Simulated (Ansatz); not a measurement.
Guessed and relaxed cells of SiTe₃

A trial structure of SiTe₃ was built thus: random cell by space group and Wyckoff sites (Im-3m, No. 229). Lengths were set from tabulated atomic sizes, so they are only a guess.

start.cif

```cif
data_structure
_symmetry_space_group_name_H-M 'Im-3m'
_symmetry_Int_Tables_number 229
_cell_length_a 6.4353
_cell_length_b 6.4353
_cell_length_c 6.4353
_cell_angle_alpha 90.000
_cell_angle_beta 90.000
_cell_angle_gamma 90.000
_cell_volume 266.51
loop_
_atom_site_label
_atom_site_type_symbol
_atom_site_symmetry_multiplicity
_atom_site_Wyckoff_symbol
_atom_site_fract_x
_atom_site_fract_y
_atom_site_fract_z
_atom_site_occupancy
Si1 Si 2 a 0.00000 0.00000 0.00000 1
Te1 Te 6 b 0.50000 0.00000 0.00000 1
```

These are results of DFT PBE, scalar-relativistic, plane waves, PAW (Ansatz), not measurements. Cutoff 420 eV, Gaussian smearing, Γ-centred meshes. Cell and atoms relax first on a coarse mesh and then on a finer one. In between, the cell is made exact in the group found at 0.06 Å. In metals the finer mesh still leaves noise of several meV/atom or more. The steps can't lower the symmetry of their start. No spin polarisation.

end.cif

```cif
data_structure
_symmetry_space_group_name_H-M 'Im-3m'
_symmetry_Int_Tables_number 229
_cell_length_a 6.1756
_cell_length_b 6.1756
_cell_length_c 6.1756
_cell_angle_alpha 90.000
_cell_angle_beta 90.000
_cell_angle_gamma 90.000
_cell_volume 235.52
loop_
_atom_site_label
_atom_site_type_symbol
_atom_site_symmetry_multiplicity
_atom_site_Wyckoff_symbol
_atom_site_fract_x
_atom_site_fract_y
_atom_site_fract_z
_atom_site_occupancy
Si1 Si 2 a 0.00000 0.00000 0.00000 1
Te1 Te 6 b 0.50000 0.00000 0.00000 1
```

The symmetry stays Im-3m (No. 229). The volume per atom shrinks by 11.6 %, from 33.3 to 29.4 Å³. The shortest distance goes from 3.22 Å (Si–Te and Te–Te) to 3.09 Å (Si–Te and Te–Te).

| Property | Result |
| --- | --- |
| Volume per atom | 29.44 Å³ |
| Density | 5.79 g/cm³ |
| Formation energy | +0.22 eV/atom |
| Gap on the 10×10×10 mesh of the 4-atom cell | 0 eV (a metal) |

Formation energies are uncorrected and refer to the elements' standard structures at the same level. A positive value: parting into the elements would lower its energy.

The last run used Gaussian smearing of 0.10 eV. These runs have no spin–orbit coupling, which can matter for Te. The reference form of Te is held partly by dispersion forces, which this level lacks. A structure relaxed within its symmetry needn't be a true minimum. In all, the 3 runs took 37 s on 1 thread of AMD EPYC 7R32 (Zen 2), on a shared host.
